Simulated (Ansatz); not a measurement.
# Li₃Pb squeezed and stretched

A database entry relaxed whole under r2SCAN (Fm-3m):

```yaml
crystal:
  lattice:
    - [0.00000, 3.33263, 3.33263]
    - [3.33263, 0.00000, 3.33263]
    - [3.33263, 3.33263, 0.00000]
  atoms:
    - { symbol: Li, position: [0.50000, 0.50000, 0.50000] }
    - { symbol: Li, position: [0.25000, 0.25000, 0.25000] }
    - { symbol: Li, position: [0.75000, 0.75000, 0.75000] }
    - { symbol: Pb, position: [0.00000, 0.00000, 0.00000] }
```

The cell was scaled uniformly, its shape held, and the atoms relaxed at each volume with plane-wave PAW DFT (Ansatz 0.2.0; r2SCAN, 500 eV, 9×9×9 Γ-centred mesh, fermi-dirac occupations of width 0.100 eV; no spin, no spin-orbit coupling). One row is withheld.

```json
{"volume (Å³/atom)": "17.396", "energy over the lowest (meV/atom)": "6.2", "pressure (GPa)": "1.93"}
{"volume (Å³/atom)": "17.767", "energy over the lowest (meV/atom)": "2.6", "pressure (GPa)": "1.23"}
{"volume (Å³/atom)": "18.137", "energy over the lowest (meV/atom)": "0.6", "pressure (GPa)": "0.60"}
{"volume (Å³/atom)": "18.507", "energy over the lowest (meV/atom)": "0.0", "pressure (GPa)": "0.03"}
{"volume (Å³/atom)": "18.877", "energy over the lowest (meV/atom)": "?", "pressure (GPa)": "?"}
{"volume (Å³/atom)": "19.247", "energy over the lowest (meV/atom)": "2.4", "pressure (GPa)": "-0.96"}
{"volume (Å³/atom)": "19.617", "energy over the lowest (meV/atom)": "5.2", "pressure (GPa)": "-1.38"}
```

Fit the pressures of the other rows to the third-order Birch-Murnaghan form.

With f = [(V₀/V)^(2/3) − 1]/2 and P = 3B₀f(1 + 2f)^(5/2)[1 + 3(B₀′ − 4)f/2], least squares gives V₀ = 18.52 Å³ an atom, B₀ = 27 GPa and B₀′ = 4.0; the rows miss the fit by less than 0.01 GPa. The slope of the energies differs from these pressures by less than 0.05 GPa.

What does the withheld row hold?

The fit gives -0.49 GPa at 18.877 Å³; the run gave -0.49 GPa and 0.6 meV an atom.

Caveats: the shape of the cell was held; 0 K, fixed nuclei; the symmetry was kept, and this need not be the phase that is stable at 0 K; one mesh for all volumes; pressure is positive in compression.
